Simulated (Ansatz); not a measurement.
SrTiO3:
```
SrTiO3
1.0
    3.89143     0.00000     0.00000
    0.00000     3.89143     0.00000
    0.00000     0.00000     3.89143
Sr Ti O
1 1 3
Direct
  0.00000   0.00000   0.00000
  0.50000   0.50000   0.50000
  0.50000   0.00000   0.50000
  0.00000   0.50000   0.50000
  0.50000   0.50000   0.00000
```

Relaxed with PBEsol. 

**Question.** HSE06 on this cell (Ansatz, a quantum-chemistry and plane-wave program, PAW) gives a gap of 3.36 eV. What does PBEsol give?

**Answer.** 1.86 eV.

Cost on shared cores: the PBEsol run (SCF on a 7×7×7 mesh, then bands and DOS) about 11 core-seconds (a rough figure), the HSE06 run (SCF on 4×4×4, then a few points) roughly 40 core-seconds; the tasks are unlike.

Space group Pm-3m (cubic perovskite). Symmetry was held in the PBEsol relaxation. At this level the phase is dynamically unstable (imaginary phonons). The run is not spin-polarised. Scalar-relativistic: spin–orbit coupling is off unless named, which matters more the heavier the elements.

Potentials: the earlier of the program's two PAW sets.

Ansatz is a plane-wave DFT program.
